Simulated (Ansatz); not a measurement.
Before relaxation, 1 CHF3 a cell, flat, over a bridge Hf-Hf site (Hf, P6_3/mmc (No. 194), (0 0 1) face):

```xyz
21
Lattice="6.3397 0.0000 0.0000 -3.1698 5.4903 0.0000 0.0000 0.0000 27.0994" Properties=species:S:1:pos:R:3 pbc="T T T"
Hf    1.5849    0.9151    8.0000
Hf    0.0000    3.6602    8.0000
Hf    4.7548    0.9151    8.0000
Hf    3.1698    3.6602    8.0000
Hf    0.0000    1.8301   10.5098
Hf   -1.5849    4.5753   10.5098
Hf    3.1698    1.8301   10.5098
Hf    1.5849    4.5753   10.5098
Hf    1.5849    0.9151   13.1119
Hf    0.0000    3.6602   13.1119
Hf    4.7548    0.9151   13.1119
Hf    3.1698    3.6602   13.1119
Hf    0.0000    1.8301   15.4940
Hf   -1.5849    4.5753   15.4940
Hf    3.1698    1.8301   15.4940
Hf    1.5849    4.5753   15.4940
F    -2.1687    5.1970   18.1940
C    -1.2638    4.2601   18.6545
F     0.0000    4.5753   18.1940
F    -1.6227    3.0080   18.1940
H    -1.2638    4.2601   19.7639
```

The calculation used Ansatz 0.2.0, DFT PBE+D3(BJ), scalar-relativistic, plane waves, PAW. Cutoff 420 eV; k points 4×4×1 on the computed 21-atom cell (Γ-centred); Gaussian smearing, width 0.10 eV; no spin polarisation. A dipole correction removes the field between periodic images along c.

Atoms 1, 2, 3, 4, 5, 6, 7, 8 (counted from 1) are held. The cell is fixed. Force threshold 0.04 eV/Å.

```csv
step,E − E_final (eV),largest force (eV/Å)
1,0.825,1.161
2,0.460,0.597
3,0.259,0.204
4,0.150,0.119
5,0.083,0.241
6,0.042,0.141
7,0.018,0.111
8,0.011,0.225
9,0.002,0.124
10,0.001,0.083
11,0.000,0.031
12,0.000,0.031
13,0.000,0.012
```

Q: What is the final structure?

A:
```yaml
crystal:
  lattice:
    - [6.33970, 0.00000, 0.00000]
    - [-3.16985, 5.49034, 0.00000]
    - [0.00000, 0.00000, 27.09944]
  atoms:
    - { symbol: Hf, position: [0.33333, 0.16667, 0.29521] }
    - { symbol: Hf, position: [0.33333, 0.66667, 0.29521] }
    - { symbol: Hf, position: [0.83333, 0.16667, 0.29521] }
    - { symbol: Hf, position: [0.83333, 0.66667, 0.29521] }
    - { symbol: Hf, position: [0.16667, 0.33333, 0.38783] }
    - { symbol: Hf, position: [0.16667, 0.83333, 0.38783] }
    - { symbol: Hf, position: [0.66667, 0.33333, 0.38783] }
    - { symbol: Hf, position: [0.66667, 0.83333, 0.38783] }
    - { symbol: Hf, position: [0.33302, 0.16645, 0.48391] }
    - { symbol: Hf, position: [0.33308, 0.66693, 0.48388] }
    - { symbol: Hf, position: [0.83313, 0.16672, 0.48380] }
    - { symbol: Hf, position: [0.83343, 0.66690, 0.48392] }
    - { symbol: Hf, position: [0.16640, 0.33353, 0.57179] }
    - { symbol: Hf, position: [0.16658, 0.83335, 0.57214] }
    - { symbol: Hf, position: [0.66665, 0.33339, 0.57182] }
    - { symbol: Hf, position: [0.66633, 0.83347, 0.57185] }
    - { symbol: F, position: [0.15791, 0.85688, 0.70257] }
    - { symbol: C, position: [0.20825, 0.73392, 0.73686] }
    - { symbol: F, position: [0.43535, 0.77334, 0.72896] }
    - { symbol: F, position: [0.04916, 0.49349, 0.73169] }
    - { symbol: H, position: [0.19415, 0.79528, 0.77406] }
```

The end is the local minimum or symmetric point that this start leads to. The slab is only 7.5 Å thick, so the energy isn't converged with thickness.

Spin–orbit coupling is left out, which can shift energies with elements as heavy as these.

Cost: 1 run of about 96 core-minutes, on Arm Neoverse V2 (shared hosts).